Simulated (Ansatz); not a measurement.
Ni3C:
```
Ni3C
1.0
    2.26513     1.30777     4.26733
   -2.26513     1.30777     4.26733
    0.00000    -2.61554     4.26733
Ni C
6 2
Direct
  0.92308   0.25000   0.57692
  0.07692   0.75000   0.42308
  0.57692   0.92308   0.25000
  0.42308   0.07692   0.75000
  0.25000   0.57692   0.92308
  0.75000   0.42308   0.07692
  0.50000   0.50000   0.50000
  0.00000   0.00000   0.00000
```

Relaxed with PBEsol. Special points in fractions of this cell's reciprocal vectors: Γ (0.000, 0.000, 0.000); T (0.500, 0.500, 0.500); H2 (0.771, 0.229, 0.500); H0 (0.500, -0.229, 0.229); L (0.500, 0.000, 0.000); S0 (0.365, -0.365, 0.000); S2 (0.635, 0.000, 0.365); F (0.500, 0.000, 0.500).

### Question
List the band energies nearest the Fermi level at these points for DFT-PBEsol in the program Ansatz with PAW potentials.

### Answer
In eV from the Fermi level; about four levels below and three above (degenerate sets whole), none deeper than 8.9 eV; points with the same levels are listed once.

```tsv
k	below	above
Γ	-1.01 -1.01 -0.85 -0.85	0.06 0.06 1.15
T	-0.90 -0.90 -0.90 -0.90	0.65 0.65 0.65 0.65
H2	-0.77 -0.77 -0.70 -0.70	0.54 0.54 2.13 2.13
L	-0.75 -0.75 -0.48 -0.48	0.32 0.32 1.60 1.60
S0	-0.81 -0.73 -0.47 -0.13	1.35 1.55 2.22
F	-0.76 -0.55 -0.53 -0.42	0.10 0.66 1.76
```

Space group R-3c. The workflow started from a Materials Project entry (that database holds measured and hypothetical structures alike); the Crystallography Open Database files this formula in space group No. 167, but the cells were not matched. Its standing as an ambient phase is unchecked. Symmetry was held in the PBEsol relaxation; whether a distortion lowers the energy is not shown. No spin polarisation was allowed.

Potentials: the later of the program's two PAW sets.
